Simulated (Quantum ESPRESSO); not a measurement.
Simulation results for Hf$_{4}$TiIn$_{2}$W (simulated cell)

All values are calculated (Quantum ESPRESSO 7.5). Calculation on a made-up metal alloy cell, not a measurement: no spin or spin-orbit, unrelaxed, 2900 K smearing, stress positive in tension, cell energy less fitted offsets; periodic Kohn-Sham density functional theory in plane waves with PseudoDojo standard norm-conserving scalar-relativistic pseudopotentials, each functional with its own files (v0.5 for PBE, v0.4.1 for LDA and PBEsol), eight atoms on drawn sites of a strained close-packed or body-centred lattice, each displaced and held fixed; the energy is the cell's free energy, ions and the entropy term -TS included, at the stated Fermi-Dirac width, less a fixed offset for each atom's element (shifted free energy); compositions with an open d shell lost a parallel starting moment in a cheaper test run, and other magnetic orders were not tried; an error bar is the largest change of its kind in a tighter rerun, never given below 0.002 eV, 0.02 GPa or 0.003 eV/angstrom, and covers cutoff and k-mesh only, not smearing or the files.

Entry: Hf$_{4}$TiIn$_{2}$W (simulated cell)

```
Hf4TiIn2W
1.0
     -3.2121     0.0108     0.0277
      0.0248     5.6590    -5.1295
      0.0622    -5.5844    -5.0472
Hf In Ti Hf W In Hf
1 1 1 1 1 1 2
Direct
  0.00179 0.00024 -0.00260
  0.00000 0.41506 0.08053
  -0.00063 0.50240 0.50341
  0.00482 0.91427 0.57719
  0.49911 0.16544 0.33274
  0.50918 0.25144 0.74613
  0.48684 0.66721 0.83318
  0.49769 0.74645 0.24482
```

* lattice type: hexagonal close-packed
* functional: pbe
* cutoff: 1143 eV
* fermi dirac smearing: 0.25 eV
* electrons removed: 0
* run command: mpirun -np 4 pw.x -nk 4 -in in
* run processor: Intel Xeon, older, virtual cores
* k mesh: 7 x 3 x 3 shifted half a step off Gamma on each axis
* entropy term negative ts: -1.937 eV
* pressure: -8.4 GPa
* stress xx: 9.65 GPa
* stress yy: 9.98 GPa
* stress zz: 5.57 GPa
* stress yz: -0.3 GPa
* stress xz: -0.18 GPa
* stress xy: -0.38 GPa
* shifted free energy: 0.17 eV

Atoms:
```
atoms element  atom site  atom energy offset (eV)
           Hf          1                 -1535.13
           In          2                 -1808.02
           Ti          3                  -1615.4
           Hf          4                 -1535.13
            W          5                 -2063.48
           In          6                 -1808.02
           Hf          7                 -1535.13
           Hf          8                 -1535.13
```

Forces:
```
site  x (eV/Å)  y (eV/Å)  z (eV/Å)
   1     0.026    -0.552    -0.738
   2     0.029    -0.823    -0.457
   3     0.047    -0.192       0.6
   4     0.034     0.533     0.092
   5     0.019    -0.097     0.357
   6      0.02     0.563     0.532
   7    -0.148     0.444     0.177
   8    -0.027     0.124    -0.563
```

Notes: heavy elements are run without spin-orbit coupling, which real alloys of them have; a spin test at this wide smearing found no moment, but such smearing suppresses magnetism that the real alloy may have; lattice, volume and sites are drawn at random and may be unstable or far from any real phase; energies are for the whole cell, less offsets fitted to these runs, so they are not formation energies; error bars: energy 0.0039 eV, stress 0.025 GPa, force 0.0086 eV/Å, from a tighter rerun of a related cell, whose elements or sites may differ; 18 SCF iterations, 248 s of wall time on a shared machine.
